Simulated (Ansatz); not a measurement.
W$_{2}$N$_{3}$:
```
CELL_PARAMETERS angstrom
      2.89461     0.00000     0.00000
     -1.44731     2.50681     0.00000
      0.00000     0.00000    15.30440
ATOMIC_POSITIONS crystal
  W  0.66667 0.33333 0.15462
  W  0.33333 0.66667 0.84538
  W  0.33333 0.66667 0.65462
  W  0.66667 0.33333 0.34538
  N  0.66667 0.33333 0.91823
  N  0.33333 0.66667 0.08177
  N  0.33333 0.66667 0.41823
  N  0.66667 0.33333 0.58177
  N  0.66667 0.33333 0.75000
  N  0.33333 0.66667 0.25000
```

Relaxed with PBE+D3(BJ). Special points in fractions of this cell's reciprocal vectors: Γ (0.000, 0.000, 0.000); M (0.500, 0.000, 0.000); K (0.333, 0.333, 0.000); A (0.000, 0.000, 0.500); L (0.500, 0.000, 0.500); H (0.333, 0.333, 0.500).

Task: List the band energies nearest the Fermi level at these points for DFT-PBE+D3(BJ) with spin–orbit coupling in the program Ansatz with PAW potentials.

Result: In eV from the Fermi level; about four levels below and three above (degenerate sets whole), none deeper than 8.9 eV; points with the same levels are listed once.

```tsv
k	below	above
Γ	-2.82 -2.82 -1.92 -1.92	0.18 0.18 0.46 0.46
M	-0.37 -0.37 -0.21 -0.21	0.13 0.13 0.63 0.63
K	-0.86 -0.86 -0.42 -0.42	1.07 1.07 1.07 1.07
A	-2.38 -2.38 -2.38 -2.38	0.40 0.40 0.40 0.40
L	-0.32 -0.32 -0.32 -0.32	0.41 0.41 0.41 0.41
```

Space group P6_3/mmc. The workflow started from a Materials Project entry (that database holds measured and hypothetical structures alike); the Crystallography Open Database copy checked does not list it. Whether it is the stable phase at ambient conditions was not checked. The cell was relaxed with PBE+D3(BJ) under the symmetry of its start; its stability against distortions is not shown here. No spin polarisation was allowed.

Potentials: the later of the program's two PAW sets.
